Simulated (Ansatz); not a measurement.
Magnetic orders of AlO2

Method: DFT r2SCAN, scalar-relativistic, plane waves, PAW in Ansatz 0.2.0.

```
CELL_PARAMETERS angstrom
1.48816 -5.40283 0.00000
1.48816 5.40283 0.00000
0.00000 0.00000 3.64661
ATOMIC_POSITIONS crystal
Al 0.33187 0.66813 0.25000
Al 0.66813 0.33187 0.75000
O 0.70582 0.29418 0.25000
O 0.29418 0.70582 0.75000
O 0.93893 0.06107 0.25000
O 0.06107 0.93893 0.75000
```

| Item | Value |
| --- | --- |
| plane-wave cutoff | 500 eV |
| Γ-centred k-mesh | 12×12×10 |
| occupation rule | Gaussian smearing, 0.1 eV |
| list of starting moments (μB, in atom order) | 0 0 0 0 1 1 |
| check for lower electronic states after the SCF | off |

All runs keep this geometry, which isn't relaxed for the lowest state (largest force there 0.259 eV/Å, pressure -6.5 GPa; forces reach 0.82 eV/Å in another state) and needn't be a stable compound; relaxing each order would shift the differences by some 8 meV/atom, going by the pressures and a bulk modulus of about 150 GPa. Signs run over the atoms with starting moments. r2SCAN tends to overstate moments in metals, so a weak moment here may be absent in the real material. Site moments are spin moments in atom-centred spheres that scale with the neighbour distance. The states are those that the runs reached from these starts; a lower one can exist.

Q: Order the starts by the energy of the state that they reach, lowest first.
A. no spin
B. ferromagnetic
C. antiferromagnetic in the cell, signs +-

A: B (0.00 meV/atom), C (33.5 meV/atom), A (109 meV/atom).

```
                                  start ends energy above lowest (meV/atom) site moments (μB) gap on mesh (eV) P (GPa)
                                no spin non-magnetic                             109                      none over 0.05             metal     -7.4
                          ferromagnetic ferromagnetic                            0.00          O +0.10 (×2), O +0.82 (×2) metal     -6.5
antiferromagnetic in the cell, signs +-  antiferromagnetic                            33.5  O -0.06, O +0.06, O +0.53, O -0.53              0.77     -4.2
```

Cost: 3 runs of about 11 core-minutes in all, on Arm Neoverse V1 (shared hosts).